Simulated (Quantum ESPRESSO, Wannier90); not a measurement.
## Tight-binding from DFT: CuI (P-3m1)

```
begin unit_cell_cart
ang
    4.1286200855    0.0000000000    0.0000000000
   -2.0643100427    3.5754898766    0.0000000000
    0.0000000000    0.0000000000    7.4781100000
end unit_cell_cart
begin atoms_frac
Cu  -0.3333333333  0.3333333333 -0.4100500000
Cu   0.3333333333 -0.3333333333  0.4100500000
I    0.3333333333 -0.3333333333 -0.2452500000
I   -0.3333333333  0.3333333333  0.2452500000
end atoms_frac
```

Cell from Materials Project (mp-570081), symmetrised, no further relaxation. Not found in the COD (Crystallography Open Database) copy used, which has the formula in other groups; not checked further. Level: PBEsol, spinors with spin-orbit coupling; pw.x of Quantum ESPRESSO at 74 Ry with PseudoDojo potentials, 6×6×4 k-points, Wannier90. Density: 12×12×4 mesh, cold smearing 0.01 Ry. A non-magnetic state is assumed, with no Hubbard U; filled 3d bands tend to lie too high at this level. The cell is built of weakly bound layers, chains or molecules. Database cells relaxed without dispersion often hold them too far apart, which can enlarge gaps and weakens couplings between them; spacing and stacking were not compared with the measured crystal.

Bands 17-20 form an isolated set from -14.01 to -13.19 eV relative to the valence-band maximum (on the path) and are turned into 4 Wannier functions by minimising the spread from the start: atomic waves I 5s.

**Question.** Where do the functions sit, how wide are they and what are they made of?

**Answer.** 
| functions | spread (Å²) | nearest atom, distance (Å) | second atom, distance (Å) | weight on atomic waves |
|---|---|---|---|---|
| 4 | 1.36 | I 0.13 | Cu 2.45 | I 5s 89 %, Cu 4s 8 % |

Ω_I = 5.44 Å², Ω_total = 5.44 Å²; the interpolated bands follow pw.x to 0.0 meV rms on the path. Only this start was tried; a symmetric start can stop on a saddle, and mixtures of these functions could lower the total by at most Ω_total − Ω_I.
